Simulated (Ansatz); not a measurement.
LiCl:
```
CELL_PARAMETERS angstrom
      0.00000     2.48211     2.48211
      2.48211     0.00000     2.48211
      2.48211     2.48211     0.00000
ATOMIC_POSITIONS crystal
  Li 0.00000 0.00000 0.00000
  Cl 0.50000 0.50000 0.50000
```

This is the LDA-relaxed structure.

### Question
All from the program Ansatz at the LDA level (PAW), unless another level is named. Predict the electronic dielectric constant ε∞ (DFPT).

### Answer
3.18.

### Question
And the static dielectric constant ε0 (ions relaxed, cell fixed)?

### Answer
10.4.

### Question
Predict the Born charges (a third of the trace).

### Answer
Li +1.16, Cl -1.16 e.

Space group Fm-3m (rock salt). The cell was relaxed with LDA under the symmetry of its start.

Potentials: the earlier of the program's two PAW sets. The files were generated under PBE; for other functionals the program regenerates the frozen cores, and for LDA and PBEsol the local potential too.
